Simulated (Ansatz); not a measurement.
Ag:
```yaml
crystal:
  lattice:
    - [5.38729, 0.00000, 0.00000]
    - [-2.69365, 4.66553, 0.00000]
    - [0.00000, 0.00000, 5.26038]
  atoms:
    - { symbol: Ag, position: [0.00000, 0.00000, 0.25273] }
    - { symbol: Ag, position: [0.00000, 0.00000, 0.74727] }
    - { symbol: Ag, position: [0.33333, 0.66667, 0.50000] }
    - { symbol: Ag, position: [0.66667, 0.33333, 0.50000] }
    - { symbol: Ag, position: [0.00000, 0.50000, 0.00000] }
    - { symbol: Ag, position: [0.50000, 0.00000, 0.00000] }
    - { symbol: Ag, position: [0.50000, 0.50000, 0.00000] }
```

Relaxed with PBE. Special points in fractions of this cell's reciprocal vectors: Γ (0.000, 0.000, 0.000); M (0.500, 0.000, 0.000); K (0.333, 0.333, 0.000); A (0.000, 0.000, 0.500); L (0.500, 0.000, 0.500); H (0.333, 0.333, 0.500).

Question: List the band energies nearest the Fermi level at these points for PBE in the plane-wave PAW code Ansatz.

Answer: In eV from the Fermi level; about four levels below and three above (degenerate sets whole), none deeper than 8.9 eV; points with the same levels are listed once.

```tsv
k	below	above
Γ	-3.00 -3.00 -2.91 -2.91 -2.37	0.15 0.81 0.94
M	-3.12 -3.11 -3.01 -2.62	0.01 0.53 1.32
K	-2.94 -2.94 -2.79 -2.62	1.45 2.61 2.61
A	-3.04 -3.04 -2.83 -2.83 -2.37	0.83 2.35 2.35
L	-2.45 -2.42 -1.96 -1.91	0.77 1.35 2.31
H	-1.77 -1.77 -1.52 -1.26 -1.26	5.66 5.97 5.97
```

Space group P6/mmm. The start of the workflow was typed in or built on a structure type; neither database checked (COD, Materials Project) lists it. It is not the phase usual at ambient conditions (space group No. 225). Symmetry was held in the PBE relaxation; its stability against distortions is not shown here. No spin polarisation was allowed. Spin–orbit coupling is left out wherever it is not named.

Potentials: the later of the program's two PAW sets.
